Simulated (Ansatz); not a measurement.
With DFT-r²SCAN in the program Ansatz with PAW potentials, SiGe in the orthorhombic phase (Pmma; Si on 2e, Ge on 2f) relaxes to a = 3.923 Å, b = 3.928 Å, c = 5.542 Å. Si has 4 nearest neighbours from 2.37 Å (tetrahedral); Ge has 4 nearest neighbours from 2.40 Å (tetrahedral). Its formation energy from the elements is 0.010 eV/atom, with no fitted shifts.

The Kohn–Sham gap is 0.58 eV (indirect). The screened hybrid HSE06 puts the gap at 0.92 eV. Gap from r²SCAN with spin–orbit coupling: 0.54 eV. The electron mass is 0.30, 0.42, 0.68 mₑ (principal values). The hole mass is 0.067, 0.23, 1.9 mₑ (principal values).

The bulk modulus is 84.6 GPa. The elastic constants imply a Debye temperature near 475 K. Bader charges are Si +0.19, Ge -0.19 e.

The start of the workflow was typed in or built on a structure type; neither database checked (COD, Materials Project) lists it. Whether it is the stable phase at ambient conditions was not checked. The r²SCAN relaxation kept the symmetry of its start; whether a distortion lowers the energy is not shown. The references are the lowest solids computed at this level, not always the standard phases. Spin–orbit coupling is left out wherever it is not named.

Potentials: the earlier of the program's two PAW sets.
